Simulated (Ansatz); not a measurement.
The start is a generated cell, KBr built in the rocksalt structure type. The structure is fully relaxed (lattice and positions, P = 0) with PBE (plane waves to 420 eV, PAW, scalar-relativistic; Ansatz, a program for electronic structure). First-step values are on the input's coarse k-mesh.

Ansatz input (later rounds restart from its end on a renewed k-mesh):
Ansatz 0.2 input:
```yaml
crystal:
  lattice:
    - [0, 3.273776, 3.273776]
    - [3.273776, 0, 3.273776]
    - [3.273776, 3.273776, 0]
  atoms:
    - { symbol: Br, position: [0, 0, 0] }
    - { symbol: K, position: [0.5, 0.5, 0.5] }
basis: { ecutwfc: 420, ecutrho_ratio: 4, xc_grid: 2, fft_grid_basis: typed }
kpoints: { mp_grid: { grid: [6, 6, 6] } }
hamiltonian:
  xc: pbe
  dispersion: none
  pseudopotentials: { kind: paw }
scf: { occupations: { method: fermi_dirac, width: 0.05 } }
relax: { f_tol: 0.01, max_steps: 100, cell: { stress_tol: 0.02 } }
output: { forces: true, stress: true }
```

- Outcome: The space group stays Fm-3m (No. 225) (the run could not lower it); the end is rock salt type, with 2 atoms in the primitive cell
- Energy released: 0.009 eV/atom
- Shortest distances (start → end): The closest pairs of elements (up to four, under 3.6 Å), start → end: Br–K 3.27 → 3.35 Å
- Optimiser moves: 3

Relaxed structure:

Space group Fm-3m (No. 225); a = b = c = 6.7052 Å, α = β = γ = 90.00°

| atom | site | symmetry | x | y | z |
|---|---|---|---|---|---|
| Br | 4a | m-3m | 0.0000 | 0.0000 | 0.0000 |
| K | 4b | m-3m | 0.5000 | 0.5000 | 0.5000 |
(The calculation used a cell of 2 atoms; values per cell refer to that cell.)

Final values are on a 9×9×9 k-mesh of the relaxed cell. No spin polarisation in the result.

The run could not lose the symmetry of its start; a randomly shaken copy of 2 atoms returns to this structure.

All atoms sit on sites fixed by symmetry, so only the cell could relax.
